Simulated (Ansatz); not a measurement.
A relaxation computed with Ansatz, from input to last step.

```yaml
crystal:
  lattice:
    - [4.7650114392, 0.0, 0.0]
    - [-2.3825057196, 4.1266209557, 0.0]
    - [0.0, 0.0, 7.9706557362]
  atoms:
    - { symbol: Ca, position: [0.0, 0.0, 0.0] }
    - { symbol: Mn, position: [0.6666666667, 0.3333333333, 0.6208737503], spin: 4.58 }
    - { symbol: Mn, position: [0.3333333333, 0.6666666667, 0.3791262497], spin: 4.58 }
    - { symbol: Bi, position: [0.6666666667, 0.3333333333, 0.2519547172] }
    - { symbol: Bi, position: [0.3333333333, 0.6666666667, 0.7480452828] }
basis:
  ecutwfc: 420
kpoints:
  mp_grid: { grid: [12, 12, 6] }
hamiltonian:
  xc: pbe
scf:
  occupations: { method: gaussian, width: 0.1 }
output:
  forces: true
  stress: true
  eigenvalues: true
  populations: true
magnetization:
  spin_polarized: true
relax:
  adjacent_minimum: "off"
  f_tol: 0.01
  max_steps: 30
  cell: { stress_tol: 0.1, fix: [volume] }
```

```bash
ansatz run input.yaml --threads 2 --pin off --max-ram 5120MiB --backend cpu --events-out ev --progress --plain --runs-dir out
```

The calculation used DFT PBE, scalar-relativistic, plane waves, PAW in Ansatz 0.2.0.

The volume is held at 1.1 times that of the relaxed cell.

Of 4 frames 3 are shown, positions in Å and forces in eV/Å; the SCF threshold varies from step to step. Steps run on the plane waves of an earlier cell, with a Pulay correction in the pressure. The basis is chosen afresh for the last frame, the zero of the energies, and at times for earlier ones too; energy and pressure step there, also at an unchanged geometry.

```xyz
5
Lattice="4.7650 0.0000 0.0000 -2.3825 4.1266 0.0000 0.0000 0.0000 7.9707" Properties=species:S:1:pos:R:3:forces:R:3 pbc="T T T" step=1 free_energy_over_end_meV_per_atom=0.29 pressure_GPa=-2.84
Ca    0.0000    0.0000    0.0000    0.0000    0.0000    0.0000
Mn    2.3825    1.3755    4.9488    0.0000    0.0000    0.0071
Mn    0.0000    2.7511    3.0219    0.0000    0.0000   -0.0071
Bi    2.3825    1.3755    2.0082    0.0000    0.0000    0.0753
Bi    0.0000    2.7511    5.9624    0.0000    0.0000   -0.0753
5
Lattice="4.7677 0.0000 0.0000 -2.3839 4.1290 0.0000 0.0000 0.0000 7.9616" Properties=species:S:1:pos:R:3:forces:R:3 pbc="T T T" step=2 free_energy_over_end_meV_per_atom=0.03 pressure_GPa=-2.75
Ca    0.0000    0.0000    0.0000    0.0000    0.0000    0.0000
Mn    2.3839    1.3763    4.9486    0.0000    0.0000    0.0178
Mn    0.0000    2.7526    3.0130    0.0000    0.0000   -0.0178
Bi    2.3839    1.3763    2.0264    0.0000    0.0000   -0.0235
Bi    0.0000    2.7526    5.9352    0.0000    0.0000    0.0235
5
Lattice="4.7685 0.0000 0.0000 -2.3842 4.1296 0.0000 0.0000 0.0000 7.9590" Properties=species:S:1:pos:R:3:forces:R:3 pbc="T T T" step=4 free_energy_over_end_meV_per_atom=0.00 pressure_GPa=-2.76
Ca    0.0000    0.0000    0.0000    0.0000    0.0000    0.0000
Mn    2.3842    1.3765    4.9497    0.0000    0.0000    0.0079
Mn    0.0000    2.7531    3.0093    0.0000    0.0000   -0.0079
Bi    2.3842    1.3765    2.0215    0.0000    0.0000   -0.0020
Bi    0.0000    2.7531    5.9375    0.0000    0.0000    0.0020
```

The run took 3.7 min on 2 threads of Arm Neoverse V1, with other jobs on the host, peak memory 1.2 GiB.

The state reached may not be the lowest one. Spin-orbit coupling is left out, which matters for the bands of heavy elements. The program reads another magnetic order as possibly lower. Only parallel moments were tried here.